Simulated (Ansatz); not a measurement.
The cell below belongs to a search over invented structures; it isn't taken from experiment.

Input and command of a plane-wave DFT calculation in Ansatz:

```yaml
crystal:
  lattice:
    - [4.44303774, 0.0, 0.0]
    - [-2.22151887, 3.84778355, 0.0]
    - [0.0, 0.0, 7.06396842]
  atoms:
    - { symbol: Al, position: [0.66666667, 0.33333333, 0.48512501] }
    - { symbol: Al, position: [0.66666667, 0.33333333, 0.052733] }
    - { symbol: Al, position: [0.0, 0.0, 0.93282998] }
    - { symbol: Bi, position: [0.33333333, 0.66666667, 0.72525603] }
    - { symbol: Bi, position: [0.33333333, 0.66666667, 0.26339301] }
    - { symbol: O, position: [0.0, 0.0, 0.540663] }
basis:
  ecutwfc: 420
kpoints:
  mp_grid: { grid: [4, 4, 3] }
hamiltonian:
  xc: pbe
scf:
  occupations: { method: gaussian, width: 0.2 }
  lower_state_search: "off"
output:
  forces: true
  stress: true
  eigenvalues: true
relax:
  adjacent_minimum: "off"
  f_tol: 0.08
  max_steps: 16
  cell: { stress_tol: 0.8 }
```

```bash
ansatz run input.yaml --threads 1 --pin off --max-ram 2560MiB --backend cpu --events-out ev --progress --plain --runs-dir out
```

Processor: Arm Neoverse V1, 1 thread, on a host shared with other jobs.

Problem. How long does it run, and how much memory does it take?

Solution. About 64 s, peak memory 0.33 GiB. It solves 29 bands at 9 k points (after reduction by symmetry) with about 2747 plane waves (on the last cell), in 101 SCF iterations over 15 ionic steps.
